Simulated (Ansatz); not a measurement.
Hf2SnC:
```cif
data_C2Hf4Sn2
_chemical_formula_sum 'Hf4 Sn2 C2'
_space_group_name_H-M_alt 'P 1'
_space_group_IT_number 1
_cell_length_a 3.33380
_cell_length_b 3.33380
_cell_length_c 14.39399
_cell_angle_alpha 90.000
_cell_angle_beta 90.000
_cell_angle_gamma 120.000
loop_
_space_group_symop_operation_xyz
  'x, y, z'
loop_
_atom_site_label
_atom_site_type_symbol
_atom_site_fract_x
_atom_site_fract_y
_atom_site_fract_z
_atom_site_occupancy
Hf1 Hf 0.33333 0.66667 0.08500 1
Hf2 Hf 0.66667 0.33333 0.91500 1
Hf3 Hf 0.66667 0.33333 0.58500 1
Hf4 Hf 0.33333 0.66667 0.41500 1
Sn1 Sn 0.33333 0.66667 0.75000 1
Sn2 Sn 0.66667 0.33333 0.25000 1
C1 C 0.00000 0.00000 0.00000 1
C2 C 0.00000 0.00000 0.50000 1
```

Relaxed with r²SCAN.

Q: Tabulate the valence density and the electron localisation function along the shortest Hf–Hf contact (3.11 Å), r²SCAN in the plane-wave PAW code Ansatz.

A: 

```csv
distance from Hf (Å),density (e/Å³),ELF
0.31,23.38,0.84
0.47,13.85,0.85
0.62,6.69,0.79
0.78,2.70,0.60
0.93,1.00,0.31
1.09,0.42,0.13
1.25,0.26,0.11
1.40,0.22,0.15
1.56,0.21,0.19
1.71,0.22,0.15
1.87,0.26,0.11
2.02,0.42,0.13
2.18,1.00,0.31
2.33,2.70,0.60
2.49,6.69,0.79
2.65,13.85,0.85
2.80,23.38,0.84
```

The density is the valence pseudo-density with augmentation charge, so density and ELF within about 1 Å of a nucleus are not all-electron values.

Space group P6_3/mmc. The first step of the workflow began from a Materials Project structure, measured or hypothetical; the Crystallography Open Database copy checked does not list it. Its standing as an ambient phase is unchecked. Symmetry was held in the r²SCAN relaxation; its stability against distortions is not shown here. The run is not spin-polarised. Spin–orbit coupling is left out wherever it is not named.

Potentials: the later of the program's two PAW sets.
